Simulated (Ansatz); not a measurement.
Relaxed-ion elastic tensor of Ce (fcc (Cu type), Fm-3m) in GPa (Voigt order), PBEsol (plane waves, PAW; program Ansatz); density 9.71 g/cm³, 23.95 Å³ per atom.

```
70.4  38.3  38.3   0.0   0.0   0.0
38.3  70.4  38.3   0.0   0.0   0.0
38.3  38.3  70.4   0.0   0.0   0.0
 0.0   0.0   0.0  61.4   0.0   0.0
 0.0   0.0   0.0   0.0  61.4   0.0
 0.0   0.0   0.0   0.0   0.0  61.4
```

Is the crystal mechanically stable?

Yes: the smallest eigenvalue of C is 32.2 GPa.

Work out the Voigt, Reuss and Hill averages.

K_V = 49.0, K_R = 49.0, K_H = 49.0; G_V = 43.3, G_R = 28.9, G_H = 36.1 GPa.

Give Young's modulus, Poisson's ratio, Pugh's ratio and the universal anisotropy index.

E = 9KG/(3K + G) = 86.9 GPa; ν = 0.20; K/G = 1.36 (brittle by the Pugh limit of 1.75); A_U = 5G_V/G_R + K_V/K_R − 6 = 2.49.

Estimate the sound speeds and the Debye temperature.

v_l = √((K + 4G/3)/ρ) = 3160 m/s, v_t = √(G/ρ) = 1930 m/s, mean 2130 m/s; Θ = (h/k)(3n/4πV)^(1/3) v_m = 220 K.

Give the Zener ratio and Young's modulus along [100], [110] and [111].

A = 2C44/(C11 − C12) = 3.82; 1/E = S11 − 2(S11 − S12 − S44/2)Γ with Γ = 0, 1/4, 1/3 gives 43.5, 86.8, 130 GPa.

Solve the Christoffel equation for the three sound speeds along [100], [110], [111].

Eigenvalues of C_ijkl n_j n_l equal ρv². In km/s, slowest first: [100] 2.51, 2.51, 2.69; [110] 1.29, 2.51, 3.45; [111] 1.79, 1.79, 3.67.

Symmetry was held in the PBEsol relaxation. The workflow began spin-polarised and lost its moments. The volume lies over 15 % below that of the usual cell of this phase: another minimum, or an error of the functional. The 4f shell is in the valence. No Hubbard U is applied. As this level gives no gap, shear constants depend on the k-mesh and smearing (Fermi–Dirac, 0.1 eV here). On the denser mesh and wider smearing of the elastic run this cell carries a stress of 0.4 GPa. Spin–orbit coupling is left out wherever it is not named.

Potentials: the earlier of the program's two PAW sets. The files were generated under PBE; for other functionals the program regenerates the frozen cores, and for LDA and PBEsol the local potential too.
